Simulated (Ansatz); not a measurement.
GeS$_{2}$ (rutile, P4_2/mnm) at seven volumes, the program Ansatz at the PBEsol level (PAW), shape and atoms relaxed at each. One row is withheld.

| V (Å³/atom) | P (GPa) |
|---|---|
| 17.729 | 8.08 |
| 18.313 | 4.76 |
| 18.898 | 2.09 |
| 19.482 | 0.00 |
| 20.067 | -1.45 |
| 20.651 | -2.36 |
| 21.236 | ? |

Task: Fit the shown pressures and predict the withheld one.

Result: P = (3/2)B₀(x^(7/2) − x^(5/2))[1 + (3/4)(B′ − 4)(x − 1)] with x = (V₀/V)^(2/3). Least squares on the six rows gives V₀ = 19.508 Å³/atom, B₀ = 55.8 GPa, B′ = 9.21. At V = 21.236, x = 0.9450 and P = -3.14 GPa. The run itself gave -2.85 GPa.

A made-up cell: these elements were put on the sites of a structure type; neither database checked (COD, Materials Project) lists it. COD files the formula under space group No. 14, 43, 82, 122, 217, so this cell is another polymorph or a model. Whether it is the stable phase at ambient conditions was not checked. The cell was relaxed with PBEsol under the symmetry of its start. At this level the phase is dynamically unstable (imaginary phonons).

Potentials: the later of the program's two PAW sets.
